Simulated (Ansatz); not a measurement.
Relaxed ZnS (zinc blende):

```
CELL_PARAMETERS angstrom
      0.00000     5.44344     5.44344
      2.72172     2.72172     5.44344
      2.72172     2.72172     0.00000
ATOMIC_POSITIONS crystal
  S  0.00000 0.75000 0.75000
  S  0.50000 0.75000 0.75000
  Zn 0.00000 0.00000 0.00000
  Zn 0.50000 0.00000 0.00000
```

A phonon eigenvector at X = (0.5, 0.5, 0.0) is frozen into this cell: atom i moves by Q times the vector below, so Q is the largest atomic displacement, in Å. The cell is held. (q is in reciprocal vectors of the primitive cell; the cell shown is doubled to hold the pattern.)

| atom | x | y | z |
|---|---|---|---|
| Zn3 | 0.000 | 0.000 | 1.000 |
| Zn4 | 0.000 | 0.000 | -1.000 |

Atoms not listed stay in place.

All values below come from PBE (plane waves to 420 eV, PAW, scalar-relativistic; Ansatz, a quantum-chemistry and plane-wave program). k mesh 10×10×10 (Γ-centred), Fermi-Dirac smearing 0.05 eV. ZnS was relaxed with its symmetry unable to fall. 

```tsv
Q (Å)	−dE/dQ from forces (eV/Å)
-0.100	1.996
-0.083	1.665
-0.067	1.334
-0.050	1.001
-0.033	0.668
-0.017	0.334
0.000	0.000
0.017	-0.334
0.033	-0.668
0.050	-1.001
0.067	-1.334
0.083	-1.665
0.100	-1.996
```

Q: What harmonic wavenumber does the curvature at Q = 0 give?

A: 204 cm⁻¹. E″ = 20.04 eV/Å², M = Σ mᵢ|uᵢ|² = 130.8 u, ν̃ = 521.5·√(|E″|/M).

(A displaced cell: forces are minus the slopes of the energy, force constants its curvatures, and phonons follow from these.)
